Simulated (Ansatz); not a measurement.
# Trial structures of La3Y2F: starts and ends

All numbers below come from Ansatz, DFT PBE, scalar-relativistic, plane waves, PAW. Settings: cutoff 420 eV, Γ-centred meshes spaced at most about 0.3 Å⁻¹, and about 0.25 Å⁻¹ or finer for metals (2π included), Gaussian smearing. No spin polarisation in the final relaxations.

Each guess was relaxed in cell and atoms at zero pressure, within the symmetry of its start. All energies are static (0 K, no zero-point motion). Coordination counts La or Y atoms around F (for each partner element, those within 1.25 times its shortest distance or 1.15 times the sum of covalent radii, where it is the nearest in units of that sum or under 1.3; a plus sign parts groups by distance over the sum of covalent radii; the shortest distance is added where it exceeds 1.18 times the sum of covalent radii).

```
guess      made from  start group  V start (Å³/atom)  end group  V end (Å³/atom)  coordination at the end  gap on mesh (eV)  E over the lowest end (meV/atom)
    1  MgSc3Ru2 type       P4/mmm               29.1     P4/mmm             30.1                      F 8                 0                                 0
    2   YSi2Ru3 type       P6/mmm               26.3     P6/mmm             37.4           F 6 from 3.8 Å                 0                               939
    3    random cell       P6/mmm               27.3          ?                ?                        ?                 ?                                 ?
    4    random cell       P6/mmm               26.4     P6/mmm             32.2                      F 2                 0                               494
```

Guess 3 as it starts:

```cif
data_structure
_symmetry_space_group_name_H-M 'P6/mmm'
_symmetry_Int_Tables_number 191
_cell_length_a 4.4069
_cell_length_b 4.4069
_cell_length_c 9.7485
_cell_angle_alpha 90.000
_cell_angle_beta 90.000
_cell_angle_gamma 120.000
_cell_volume 163.96
loop_
_atom_site_label
_atom_site_type_symbol
_atom_site_symmetry_multiplicity
_atom_site_Wyckoff_symbol
_atom_site_fract_x
_atom_site_fract_y
_atom_site_fract_z
_atom_site_occupancy
La1 La 2 e 0.00000 0.00000 0.32951 1
La2 La 1 a 0.00000 0.00000 0.00000 1
Y1 Y 2 d 0.33333 0.66667 0.50000 1
F1 F 1 b 0.00000 0.00000 0.50000 1
```

Q: Predict the end of this guess and its energy over the lowest end.

A: It ends in space group P6/mmm (No. 191), with a = 4.825 Å, c = 12.308 Å, 41.4 Å³/atom and no gap. It lies 0.86 eV/atom over the lowest end, above guess 4 and below guess 2. Counting La or Y atoms around F, this end has F 2+6 and the lowest (guess 1) has F 8.

```cif
data_structure
_symmetry_space_group_name_H-M 'P 1'
_symmetry_Int_Tables_number 1
_cell_length_a 4.8249
_cell_length_b 4.8249
_cell_length_c 12.3084
_cell_angle_alpha 90.000
_cell_angle_beta 90.000
_cell_angle_gamma 120.000
_cell_volume 248.14
loop_
_atom_site_label
_atom_site_type_symbol
_atom_site_fract_x
_atom_site_fract_y
_atom_site_fract_z
_atom_site_occupancy
La1 La 0.00000 0.00000 0.29552 1
La2 La 0.00000 0.00000 0.70448 1
La3 La 0.00000 0.00000 0.00000 1
Y1 Y 0.33333 0.66667 0.50000 1
Y2 Y 0.66667 0.33333 0.50000 1
F1 F 0.00000 0.00000 0.50000 1
```

Energies over the elements count from the elements' standard structures at the same level (F₂ as a molecule), with no fitted energy shifts.

Q: Is the lowest end bound against the elements?

A: Yes: its formation energy is −0.57 eV/atom. Whether it is stable depends on the other phases of the system, which aren't compared here.

A magnetic state wasn't ruled out in cells without spin, among them P4/mmm, P6/mmm at 32.2 Å³/atom, P6/mmm at 41.4 Å³/atom, P6/mmm at 37.4 Å³/atom. Cells relaxed within their symmetry can be saddle points. A lower structure may well exist outside this small set. Some types were kept out of the candidates beforehand, so the set may lack a known form.
